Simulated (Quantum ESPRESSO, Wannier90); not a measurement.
Wannierisation of HfS2 (CdI2 type)

Structure: Materials Project mp-985829, symmetrised, not relaxed again. Not found in the COD (Crystallography Open Database) copy used; not checked further. Method: PBEsol plane waves in Quantum ESPRESSO 7.5 (PseudoDojo norm-conserving files, 47 Ry, spinors with spin-orbit coupling), Bloch states on a 6×6×4 mesh through Γ, Wannier90 4.0.1. Density: 12×12×6 mesh, cold smearing 0.01 Ry. The cell is built of weakly bound layers, chains or molecules, whose nearest atoms lie 3.83 Å apart. Database cells relaxed without dispersion often hold them too far apart, which can enlarge gaps and weakens couplings between them; spacing and stacking were not compared with the measured crystal.

On the energy scale of pw.x, whose zero is arbitrary, the valence-band maximum lies at 6.68 eV.

Input w.win:

```
num_bands = 2
num_wann = 2
exclude_bands = 3-54
spinors = true
num_iter = 800
conv_tol = 1.0e-6
conv_window = 4
write_hr = true
write_u_matrices = true
auto_projections = true
begin unit_cell_cart
ang
    3.6396599908    0.0000000000    0.0000000000
   -1.8198299954    3.1520380132    0.0000000000
    0.0000000000    0.0000000000    6.0555600000
end unit_cell_cart
begin atoms_frac
Hf   0.0000000000  0.0000000000  0.0000000000
S   -0.3333333333  0.3333333333 -0.2360500000
S    0.3333333333 -0.3333333333  0.2360500000
end atoms_frac
mp_grid = 6 6 4
begin kpoints
0.0000000000 0.0000000000 0.0000000000
0.0000000000 0.0000000000 0.2500000000
0.0000000000 0.0000000000 0.5000000000
... (141 more lines: the 6x6x4 mesh through Gamma)
end kpoints
```

Input of pw2wannier90.x that gives the overlap and projection files (equivalent; here they were cut from one run over all bands):

```
&inputpp
  outdir = './out'
  prefix = 'pwscf'
  seedname = 'w'
  write_amn = .true.
  write_mmn = .true.
  atom_proj = .true.
  atom_proj_exclude = 3 4 5 6 7 8 9 10 11 12 13 14 15 16 17 18 19 20 21 22 23 24 25 26 27 28 29 30 31 32 33 34 35 36
/
```

Output w.wout (banner and timings cut):

```
                                    ------
                                    SYSTEM
                                    ------

                              Lattice Vectors (Ang)
                    a_1     3.639660   0.000000   0.000000
                    a_2    -1.819830   3.152038   0.000000
                    a_3     0.000000   0.000000   6.055560

                   Unit Cell Volume:      69.47148  (Ang^3)

                        Reciprocal-Space Vectors (Ang^-1)
                    b_1     1.726311   0.996686  -0.000000
                    b_2     0.000000   1.993372   0.000000
                    b_3     0.000000  -0.000000   1.037589

 *----------------------------------------------------------------------------*
 |   Site       Fractional Coordinate          Cartesian Coordinate (Ang)     |
 +----------------------------------------------------------------------------+
 | hf   1   0.00000   0.00000   0.00000   |    0.00000   0.00000   0.00000    |
 | s    1  -0.33333   0.33333  -0.23605   |   -1.81983   1.05068  -1.42941    |
 | s    2   0.33333  -0.33333   0.23605   |    1.81983  -1.05068   1.42941    |
 *----------------------------------------------------------------------------*
                                ------------
                                K-POINT GRID
                                ------------

             Grid size =  6 x  6 x  4      Total points =  144

 *---------------------------------- MAIN ------------------------------------*
 |  Number of Wannier Functions               :                 2             |
 |  Number of Objective Wannier Functions     :                 2             |
 |  Number of input Bloch states              :                 2             |
 |  Output verbosity (1=low, 5=high)          :                 1             |
 |  Timing Level (1=low, 5=high)              :                 1             |
 |  Optimisation (0=memory, 3=speed)          :                 3             |
 |  Length Unit                               :               Ang             |
 |  Post-processing setup (write *.nnkp)      :                 F             |
 |  Using Gamma-only branch of algorithms     :                 F             |
 *----------------------------------------------------------------------------*
 *------------------------------- WANNIERISE ---------------------------------*
 |  Total number of iterations                :               800             |
 |  Number of CG steps before reset           :                 5             |
 |  Trial step length for line search         :             2.000             |
 |  Convergence tolerence                     :         0.100E-05             |
 |  Convergence window                        :                 4             |
 |  Iterations between writing output         :                 1             |
 |  Iterations between backing up to disk     :               100             |
 |  Write r^2_nm to file                      :                 F             |
 |  Write xyz WF centres to file              :                 F             |
 |  Write on-site energies <0n|H|0n> to file  :                 F             |
 |  Use guiding centre to control phases      :                 F             |
 |  Use phases for initial projections        :                 F             |
 *----------------------------------------------------------------------------*
 *-------------------------------- PLOTTING ----------------------------------*
 |  Plotting Hamiltonian in WF basis          :                 T             |
 *----------------------------------------------------------------------------*

 *---------------------------------- K-MESH ----------------------------------*
 +----------------------------------------------------------------------------+
 |                    Distance to Nearest-Neighbour Shells                    |
 |                    ------------------------------------                    |
 |          Shell             Distance (Ang^-1)          Multiplicity         |
 |          -----             -----------------          ------------         |
 |             1                   0.259397                      2            |
 |             2                   0.332229                      6            |
 |             3                   0.421501                     12            |
 |             4                   0.518795                      2            |
 |             5                   0.575437                      6            |
 |             6                   0.616055                     12            |
 |             7                   0.631201                     12            |
 |             8                   0.664457                      6            |
       ... (lines left out)
 +----------------------------------------------------------------------------+
 | The b-vectors are chosen automatically                                     |
 | The following shells are used:                       1,  2                 |
 +----------------------------------------------------------------------------+
 |                        Shell   # Nearest-Neighbours                        |
 |                        -----   --------------------                        |
 |                          1               2                                 |
 |                          2               6                                 |
 +----------------------------------------------------------------------------+
 | Completeness relation is fully satisfied [Eq. (B1), PRB 56, 12847 (1997)]  |
 +----------------------------------------------------------------------------+
 |                  b_k Vectors (Ang^-1) and Weights (Ang^2)                  |
 |                  ----------------------------------------                  |
 |            No.         b_k(x)      b_k(y)      b_k(z)        w_b           |
 |            ---        --------------------------------     --------        |
 |             1         0.000000    0.000000    0.259397     7.430856        |
 |             2         0.000000    0.000000   -0.259397     7.430856        |
 |             3         0.000000    0.332229    0.000000     3.019982        |
 |             4         0.287719    0.166114    0.000000     3.019982        |
 |             5         0.000000   -0.332229    0.000000     3.019982        |
 |             6         0.287719   -0.166114    0.000000     3.019982        |
 |             7        -0.287719   -0.166114    0.000000     3.019982        |
 |             8        -0.287719    0.166114    0.000000     3.019982        |
 +----------------------------------------------------------------------------+
 |                           b_k Directions (Ang^-1)                          |
 |                           -----------------------                          |
 |            No.           x           y           z                         |
 |            ---        --------------------------------                     |
 |             1         0.000000    0.000000    0.259397                     |
 |             2         0.000000    0.332229    0.000000                     |
 |             3         0.287719    0.166114    0.000000                     |
 |             4         0.287719   -0.166114    0.000000                     |
 +----------------------------------------------------------------------------+

 Starting a new Wannier90 calculation ...

 Reading overlaps from w.mmn

 Reading projections from w.amn

 *------------------------------- WANNIERISE ---------------------------------*
 +--------------------------------------------------------------------+<-- CONV
 | Iter  Delta Spread     RMS Gradient      Spread (Ang^2)            |<-- CONV
 +--------------------------------------------------------------------+<-- CONV

 ------------------------------------------------------------------------------
 Initial State
  WF centre and spread    1  (  0.000000, -0.000000,  0.000000 )     0.39602913
  WF centre and spread    2  ( -0.000000,  0.000000, -0.000000 )     0.39602913
  Sum of centres and spreads ( -0.000000,  0.000000,  0.000000 )     0.79205826

      0     0.792E+00     0.0000000000        0.7920582644  <-- CONV
        O_D=      0.0000000 O_OD=      0.0000000 O_TOT=      0.7920583 <-- SPRD
 ------------------------------------------------------------------------------
      1     0.000E+00     0.0000000313        0.7920582644  <-- CONV
        O_D=      0.0000000 O_OD=      0.0000000 O_TOT=      0.7920583 <-- SPRD
      2     0.000E+00     0.0000000308        0.7920582644  <-- CONV
        O_D=      0.0000000 O_OD=      0.0000000 O_TOT=      0.7920583 <-- SPRD
      3     0.000E+00     0.0000000298        0.7920582644  <-- CONV
        O_D=      0.0000000 O_OD=      0.0000000 O_TOT=      0.7920583 <-- SPRD
      4    -0.111E-15     0.0000000284        0.7920582644  <-- CONV
        O_D=      0.0000000 O_OD=      0.0000000 O_TOT=      0.7920583 <-- SPRD
             <<<     Delta < 1.000E-06  over  4 iterations     >>>
             <<< Wannierisation convergence criteria satisfied >>>
 Final State
  WF centre and spread    1  (  0.000000, -0.000000,  0.000000 )     0.39602913
  WF centre and spread    2  ( -0.000000,  0.000000, -0.000000 )     0.39602913
  Sum of centres and spreads ( -0.000000,  0.000000,  0.000000 )     0.79205826

         Spreads (Ang^2)       Omega I      =     0.792058264
        ================       Omega D      =     0.000000000
                               Omega OD     =     0.000000000
    Final Spread (Ang^2)       Omega Total  =     0.792058264
```
